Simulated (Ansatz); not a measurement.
Trial structure of SiAs₃, not yet relaxed:

```cif
data_structure
_symmetry_space_group_name_H-M 'Im-3m'
_symmetry_Int_Tables_number 229
_cell_length_a 5.9621
_cell_length_b 5.9621
_cell_length_c 5.9621
_cell_angle_alpha 90.000
_cell_angle_beta 90.000
_cell_angle_gamma 90.000
_cell_volume 211.93
loop_
_atom_site_label
_atom_site_type_symbol
_atom_site_symmetry_multiplicity
_atom_site_Wyckoff_symbol
_atom_site_fract_x
_atom_site_fract_y
_atom_site_fract_z
_atom_site_occupancy
Si1 Si 2 a 0.00000 0.00000 0.00000 1
As1 As 6 b 0.50000 0.00000 0.00000 1
```

Theory: Ansatz, DFT PBE, scalar-relativistic, plane waves, PAW. Plane waves to 420 eV, a k mesh through Γ of 4×4×4 on the computed 4-atom cell and Gaussian smearing (0.10 eV); no spin polarisation.

Formation energies are uncorrected and refer to the elements' standard structures at the same level.

Q: What does a single point on this coarse mesh give?

A: The pressure is -13.0 GPa (it wants to contract), the largest force is 0.00 eV/Å (symmetry fixes the atoms), and the energy is +0.57 eV/atom against the elements. The shortest distance is 2.98 Å.

Q: Is it a good guess?

A: A rough one: relaxing gains about 0.42 eV/atom (the start's value is from the coarse mesh, so the gain is rough) in 10 ionic steps and ends at +0.15 eV/atom on the finer mesh. The symmetry stays Im-3m (No. 229). The volume per atom shrinks by 27.9 %, from 26.5 to 19.1 Å³. The shortest distance goes from 2.98 Å (Si–As and As–As) to 2.67 Å (Si–As and As–As). Conventional cell: a = 5.347 Å. Si is surrounded by 6 As at 2.67 Å; As has 2 Si at 2.67 Å and 4 As at 2.67 Å.

The last run used a 12×12×12 mesh for its 4-atom cell and Gaussian smearing of 0.10 eV. An odd number of electrons in the primitive cell allows no gap without spin; a larger cell or a magnetic state could open one. The cell is a metal run without spin; a magnetic state may lie lower. The reference form of As is held partly by dispersion forces, which this level lacks. The relaxation can't lower the symmetry of the start, and the grade says only how near the guess is to its own end. Symmetry constrained the relaxation, so the result can be a saddle point. Another cell of SiAs3 relaxed alike, in R-3m, lies 62 meV/atom lower, so this cell isn't the stable form at this level.
